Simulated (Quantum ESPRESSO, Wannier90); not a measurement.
# Te (C2/m), plane waves to Wannier functions

Cell from Materials Project (mp-570459), symmetrised, no further relaxation. Not found in the COD (Crystallography Open Database) copy used, which has the formula in other groups; not checked further. Level: PBEsol, spinors with spin-orbit coupling; pw.x of Quantum ESPRESSO at 64 Ry with PseudoDojo potentials, 6×6×4 k-points, Wannier90. Density: 8×8×6 mesh, cold smearing 0.01 Ry. With spin-orbit coupling a semilocal functional can close or falsely invert a small gap; the band order was not checked against a better method.

On the energy scale of pw.x, whose zero is arbitrary, the Fermi level lies at 9.49 eV.

Isolated groups of bands, relative to the Fermi level (bands from 37 on overlap up to the last one computed):

```
bands  from (eV)  to (eV)  filling  weight on atomic waves
-----  ---------  -------  -------  ----------------------
1–12      -38.15   -37.83   filled             Te 4d 100 %
13–30     -36.70   -36.34   filled             Te 4d 100 %
31–36     -13.64    -8.31   filled  Te 5s 89 %, Te 5p 11 %
```

Input w.win:

```
num_bands = 42
num_wann = 24
exclude_bands = 1-30
spinors = true
num_iter = 1000
conv_tol = 1.0e-6
conv_window = 4
dis_num_iter = 1000
dis_conv_tol = 1.0e-6
dis_froz_max = 1.50
write_hr = true
write_u_matrices = true
begin projections
f=-0.30600,-0.32162,-0.33617: s;p
f=0.31704,0.31449,0.33694: s;p
f=0.00625,-0.01328,-0.00080: s;p
end projections
begin unit_cell_cart
ang
    3.8202900000   -2.1482050000    0.0000000000
    3.8202900000    2.1482050000    0.0000000000
   -0.0942870000    0.0000000000    5.9760860000
end unit_cell_cart
begin atoms_frac
Te  -0.3094500000 -0.3094500000 -0.3388100000
Te   0.3094500000  0.3094500000  0.3388100000
Te   0.0000000000  0.0000000000  0.0000000000
end atoms_frac
mp_grid = 6 6 4
begin kpoints
0.0000000000 0.0000000000 0.0000000000
0.0000000000 0.0000000000 0.2500000000
0.0000000000 0.0000000000 0.5000000000
... (141 more lines: the 6x6x4 mesh through Gamma)
end kpoints
```

The run ends without an error message, but its bands miss those of pw.x by 182 meV rms and 0.59 eV at worst (states up to 1.0 eV relative to the Fermi level).

Task: What is the mistake?

Result: Window typed relative to the reference level, not as an absolute energy. With that mended (24 functions from bands 31-72 of the 72 computed, start hydrogen-like Te: s;p, centres 0.05 Å off the atoms, frozen window up to 1.50 eV relative to the Fermi level, outer window open) the misfit is 4.3 meV rms.
